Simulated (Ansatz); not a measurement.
Ba2PCl in space group R-3m (No. 166; Ba on 6c, P on 3b, Cl on 3a), DFT-r²SCAN in the program Ansatz with PAW potentials, all energies at zero smearing, with the estimated change up to a 700 eV cutoff added, with one set of potentials and settings (totals compare only within such a set). Cell of 4 atoms (2 Ba, 1 P, 1 Cl): -13779.484 eV.

```csv
element,reference phase,E (eV/atom)
Ba,"Im-3m, 1 atoms in the cell",-5964.4614
P,"Cmce, 4 atoms in the cell",-759.1646
Cl,"Cmce, 4 atoms in the cell",-1083.6259
```

Formation energy per atom, worked out: (-13779.484 − 2×(-5964.4614) − 1×(-759.1646) − 1×(-1083.6259))/4 = -1.943 eV/atom (-187 kJ per mol of atoms), at 0 K, without zero-point energy or fitted corrections.

The first step of the workflow began from a Materials Project structure, measured or hypothetical; the Crystallography Open Database files this formula in space group No. 166, but the cells were not matched. Whether it is the stable phase at ambient conditions was not checked. The r²SCAN relaxation kept the symmetry of its start; its stability against distortions is not shown here. The references are the lowest solids computed at this level, not always the standard phases (solids in place of the gases). Spin–orbit coupling is left out wherever it is not named.

Potentials: the later of the program's two PAW sets.
